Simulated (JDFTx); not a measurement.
surface: WC(0001), C outermost, slab composition W2C3
bulk: WC, P-6m2, lattice of mp-1894 (not re-optimised)
slab: 5 atoms in 5 planes, 1x1, 5.1 Å between the outermost planes
in-plane cell: 2.917 × 2.917 Å, 7.37 Å²
cell height: 21.7 Å
sampling: 8×8×1 k mesh, Fermi smearing 0.01 Ha, no spin polarisation

Whether this polymorph is the ambient one wasn't checked.

Method: PBE, GBRV ultrasoft potentials, plane waves to 20/100 Ha, in a modified build of JDFTx. Liquid: CANDLE, water, 2 M NaF. The neutral cell holds 40 valence electrons and has two faces of 7.367 Å² each. Last filling lines of the neutral and of a charged run (μ in hartree, zero in the bulk liquid):

```
FillingsUpdate:  mu: -0.219174217  nElectrons: 40.000000
FillingsUpdate:  mu: -0.251365000  nElectrons: 39.922958
```

Worked example: both potentials, by the convention U = −μ/e − 4.44 V vs SHE, the surface charge density and the mean capacitance.

U_pzc = 0.21917 × 27.2114 − 4.44 = 1.52 V; U = 0.25137 × 27.2114 − 4.44 = 2.40 V. The cell has -0.0770 excess electrons, a net charge of 0.0770 e, shared by two faces: σ = 0.0770 e / (2 × 7.367 Å²) = 0.00523 e/Å² = 8.4 μC/cm² (1 e/Å² = 1602.18 μC/cm²). C = σ/(U − U_pzc) = 8.4/0.88 ≈ 10 μF/cm².
